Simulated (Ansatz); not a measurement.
## Squeezing Ge (sc type)

```
CELL_PARAMETERS angstrom
2.64351 0.00000 0.00000
0.00000 2.64351 0.00000
0.00000 0.00000 2.64351
ATOMIC_POSITIONS crystal
Ge 0.00000 0.00000 0.00000
```

The cell comes from a relaxation on PAW files under the same functional, begun from a prototype that needn't be the stable phase.

Its volume is scaled at fixed shape and fractional positions.

Computed with Ansatz 0.2.0; functional LDA, scalar-relativistic. Settings: a Γ-centred 15×15×15 k mesh, Fermi–Dirac smearing of 0.08 eV, no spin polarisation. Methods: LAPW: all electrons, basis error target 1 meV/atom; PAW: frozen-core files, cutoff 420 eV; crystal datasets: all electrons, by PAW datasets that the program makes for each cell; norm-conserving: pseudopotentials, cutoff 1061 eV.

Energies are extrapolated to zero smearing and count from the unscaled cell; pressure is positive in compression; gaps take the mesh and a band path. No temperature or zero-point motion is included.

The PAW files were made under PBE. The structure type is held throughout; the real material can change phase at far lower pressure.

```json
{"V/V0": "1.00", "V (Å³/atom)": "18.47", "P LAPW (GPa)": "0.04", "ΔE LAPW (eV/atom)": "0.000", "P PAW − LAPW (GPa)": "-0.03", "ΔE PAW − LAPW (meV/atom)": "0.0"}
{"V/V0": "0.88", "V (Å³/atom)": "16.26", "P LAPW (GPa)": "14.16", "ΔE LAPW (eV/atom)": "0.086", "P PAW − LAPW (GPa)": "-0.05", "ΔE PAW − LAPW (meV/atom)": "-0.5"}
{"V/V0": "0.78", "V (Å³/atom)": "14.41", "P LAPW (GPa)": "?", "ΔE LAPW (eV/atom)": "0.364", "P PAW − LAPW (GPa)": "-0.07", "ΔE PAW − LAPW (meV/atom)": "-1.1"}
{"V/V0": "0.68", "V (Å³/atom)": "12.56", "P LAPW (GPa)": "78.3", "ΔE LAPW (eV/atom)": "1.000", "P PAW − LAPW (GPa)": "-0.09", "ΔE PAW − LAPW (meV/atom)": "-2.1"}
{"V/V0": "0.58", "V (Å³/atom)": "10.71", "P LAPW (GPa)": "158.7", "ΔE LAPW (eV/atom)": "2.315", "P PAW − LAPW (GPa)": "-0.07", "ΔE PAW − LAPW (meV/atom)": "-3.1"}
{"V/V0": "0.50", "V (Å³/atom)": "9.24", "P LAPW (GPa)": "?", "ΔE LAPW (eV/atom)": "4.283", "P PAW − LAPW (GPa)": "0.19", "ΔE PAW − LAPW (meV/atom)": "-2.8"}
{"V/V0": "0.43", "V (Å³/atom)": "7.94", "P LAPW (GPa)": "473.5", "ΔE LAPW (eV/atom)": "7.251", "P PAW − LAPW (GPa)": "0.29", "ΔE PAW − LAPW (meV/atom)": "-0.3"}
```

Q: Give the missing entry: row "0.50", column "P LAPW (GPa)".

A: 280.3.

Q: Give the missing entry: row "0.78", column "P LAPW (GPa)".

A: 36.6.

Q: Fit the Vinet equation to the LAPW pressures over the whole range, with residuals weighted by 1/(|P| + 0.03·Pmax).

A: V0 = 18.49 Å³/atom, B0 = 78.6 GPa and B0′ = 5.16, and the fit misses no point by more than 2.5 GPa. A fit over so wide a range pins B0 less well than one near rest.

Q: From the table, what is the rise of the enthalpy H = E + pV up to the last row, and how stiff is the crystal between the last two rows?

A: ΔH = 7.251 eV + (473.5 GPa × 7.94 Å³ − 0.04 GPa × 18.47 Å³) × 0.006242 eV/(GPa·Å³) = 30.72 eV/atom, of which pV makes 76 %. The mean bulk modulus there is −ΔP/Δln V = 1280 GPa.

Q: At the smallest volume, how far do crystal datasets and norm-conserving lie from LAPW in pressure?

A: crystal datasets: 0.00 GPa; norm-conserving: -1.39 GPa, on a LAPW pressure of 473.5 GPa.

Q: How do the Löwdin populations by LAPW change from the unscaled cell to the last row?

A: Ge 3s 1.99 → 1.96, Ge 4s 1.49 → 1.07, Ge 4p 2.50 → 2.95 electrons an atom. These are projections on the shells that the free atoms fill; 0.02 e a cell lies outside them at the start and 0.07 e at the end.
